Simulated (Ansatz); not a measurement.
V₃Sb:
```xyz
8
Lattice="4.9046 0.0000 0.0000 0.0000 4.9046 0.0000 0.0000 0.0000 4.9046" Properties=species:S:1:pos:R:3 pbc="T T T"
Sb     0.0000     0.0000     0.0000
Sb     2.4523     2.4523     2.4523
V      1.2262     0.0000     2.4523
V      2.4523     3.6785     0.0000
V      3.6785     0.0000     2.4523
V      2.4523     1.2262     0.0000
V      0.0000     2.4523     3.6785
V      0.0000     2.4523     1.2262
```

Relaxed with r²SCAN.

Question: Map the valence electron density (e/Å³), cut off at 3 on the plane through (0.000, 0.000, 0.000) spanned by u = [1, 0, 0] and v = [0, 1, 0] in lattice vectors, from r²SCAN (plane waves, PAW; program Ansatz).

Answer: x is the fraction of u, y of v (the angle between them is 90°; rows are the nearest grid lines); atoms in the plane: Sb at (0.00, 0.00), V at (0.50, 0.75), V at (0.50, 0.25).
```
|99993100000000000000139999|
|99993100000000000000139999|
|99952000000122100000025999|
|99521000002699620000012599|
|33210000028999982000001233|
|11100000049999994000000111|
|00000000169999996100000000|
|00000000039999993000000000|
|00000000014999941000000000|
|00000000001355310000000000|
|00000000000111100000000000|
|00000000000000000000000000|
|00000000000000000000000000|
|00000000000111100000000000|
|00000000001355310000000000|
|00000000014999941000000000|
|00000000039999993000000000|
|00000000169999996100000000|
|11100000049999994000000111|
|33210000028999982000001233|
|99521000002699620000012599|
|99952000000122100000025999|
|99993100000000000000139999|
|99993100000000000000139999|
```
Scale: ten equal steps from 0.227 (start of '0') to 3.00 (end of '9'), in the order '0123456789'; x runs from 0.000 to 1.00, y from 0.000 (bottom) to 1.00 (top).

The density is the valence pseudo-density with augmentation charge, so density and ELF within about 1 Å of a nucleus are not all-electron values.

Space group Pm-3n (A15 (Cr3Si type)). The workflow started from an entry of the Crystallography Open Database (COD). Its standing as an ambient phase is unchecked. The r²SCAN relaxation kept the symmetry of its start; its stability against distortions is not shown here. The workflow began spin-polarised and lost its moments. Spin–orbit coupling is left out wherever it is not named.

Potentials: the later of the program's two PAW sets.
